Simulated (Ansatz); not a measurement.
**Quadrupolar parameters in Ti under strain**

The cell is an entry of the Crystallography Open Database (COD), relaxed with PBE at fixed cell and then changed (z stretched by 1 %, ions relaxed).

```
Ti
1.0
     2.95000    0.00000    0.00000
    -1.47500    2.55477    0.00000
     0.00000    0.00000    4.73286
Ti
2
Direct
  0.33333 0.66667 0.25000
  0.66667 0.33333 0.75000
```

Sites (sets of like atoms) are named by element and the number of their first atom in this list.

Level of theory: DFT, PBE, plane waves and PAW, scalar-relativistic, 420 eV cutoff, Γ-centred 18×18×10 k-points, Fermi–Dirac smearing 0.05 eV (Ansatz 0.2.0).

V_zz is the principal component of the electric field gradient with the largest magnitude, η = (V_xx − V_yy)/V_zz and C_Q = eQV_zz/h.

⁴⁷Ti: I = 5/2, Q = 302.0 mb. Nuclear quadrupole moments: year-2017 set (Pyykkö).

Problem. Which values are expected at the nuclei?

Solution. 

```csv
site,atoms (order as listed),first shell,"V_xx, V_yy, V_zz (10²¹ V/m²)",η,C_Q (MHz)
Ti,"1, 2",12 Ti at 2.92–2.95 Å,"-0.81, -0.81, 1.62",0.00,11.8
```

An axis of threefold or higher order runs through Ti, so V_zz lies along it and η is zero.

With no gap above 0.1 eV, as in a metal, the gradients converge slowly in k; expect changes of a tenth or more on a denser mesh.

The relaxation (1 step) took 2.9 s of wall time (2.8 s of CPU time) and 0.51 GiB at its peak, on 1 thread of AMD EPYC 9R45 (Zen 5) (x86_64; 16 cores open to the job, memory cap 3.0 GiB, no GPU), a shared host with a load of 0.4 a core.
